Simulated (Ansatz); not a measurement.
BP:
```cif
data_B4P4
_chemical_formula_sum 'B4 P4'
_space_group_name_H-M_alt 'Pnma'
_space_group_IT_number 62
_space_group_name_Hall '-P 2ac 2n'
_cell_length_a 6.21054
_cell_length_b 3.19282
_cell_length_c 5.32554
_cell_angle_alpha 90.000
_cell_angle_beta 90.000
_cell_angle_gamma 90.000
loop_
_atom_site_label
_atom_site_type_symbol
_atom_site_symmetry_multiplicity
_atom_site_Wyckoff_symbol
_atom_site_fract_x
_atom_site_fract_y
_atom_site_fract_z
_atom_site_occupancy
B1 B 4 c 0.16200 0.25000 0.39839 1
P1 P 4 c 0.33857 0.25000 0.10695 1
```

Relaxed with LDA.

Question: Decompose the optical modes at the zone centre into irreducible representations, and say which are infrared and Raman allowed.

Answer: Point group mmm: Γ_opt = 4Ag + 2Au + 2B1g + 3B1u + 4B2g + B2u + 2B3g + 3B3u. Infrared: B1u, B2u, B3u. Raman: Ag, B1g, B2g, B3g.

Question: Assign frequencies (DFPT, LDA in the plane-wave PAW code Ansatz; without the LO–TO term).

Answer: Ag 119, B3g 186, B1g 229, Au 237, B1u 357, Ag 387, B2g 400, B3u 459, B2g 526, B1u 570, Ag 617, B3u 641, B2g 653, Au 735, B1g 738, B2u 785, B3g 791, B3u 816, B2g 856, B1u 882, Ag 928 cm⁻¹.

Subscripts of B labels follow the axes of the standard setting.

The start of the workflow was typed in or built on a structure type; neither database checked (COD, Materials Project) lists it. It is not the phase usual at ambient conditions (space group No. 216). The LDA relaxation kept the symmetry of its start; its stability against distortions is not shown here. The volume moved by 22 % from the start of the relaxation.

Potentials: the earlier of the program's two PAW sets. The files were generated under PBE; for other functionals the program regenerates the frozen cores, and for LDA and PBEsol the local potential too.
